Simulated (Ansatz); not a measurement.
**Notes on Si$_{2}$Rh**

```
CELL_PARAMETERS angstrom
0.00000 3.63994 0.00000
3.63994 0.00000 0.00000
1.81997 1.81997 -6.30078
ATOMIC_POSITIONS crystal
Rh 0.00000 0.00000 0.00000
Rh 0.75000 0.25000 0.50000
Si 0.41700 0.41700 0.16600
Si 0.16700 0.66700 0.66600
Si 0.33300 0.83300 0.33400
Si 0.58300 0.58300 0.83400
```

Method: PBE, no spin polarisation; PAW, plane waves to 420 eV, 10×10×10 Γ-centred mesh, fermi-dirac occupations (width 0.1 eV) (Ansatz 0.2.0), atoms fixed.

**Question.** What happens at the Fermi level?

**Answer.** It is a metal, with about 3.7 states/eV a cell as the mean within 0.25 eV of the Fermi level, mostly Rh d (56 %) and Si p (23 %).

**Question.** Where is the largest force?

**Answer.** The largest is on Si3 (and as large on other atoms): 0.32 eV/Å, components (0.00, 0.00, -0.32). It makes 180° with the line to a nearest neighbour, Si6 at 2.09 Å, pointing away from it.

**Question.** How is the charge shared?

**Answer.** Bader charges in e: Si +1.36, Rh -0.21. In the mean Si gives up most and Rh takes most. There are 6 density maxima away from the nuclei.

**Question.** Is the cell too large or too small?

**Answer.** The pressure is 24.5 GPa (compression positive), so with the atoms held at these fractions the cell would first expand. The principal stresses 17.1, 17.1, 39.2 GPa differ, so its shape would change too.

Origin: a known structure type with other elements, at an estimated volume, so it need not be a known compound. Caveats: atoms or cell far from equilibrium.
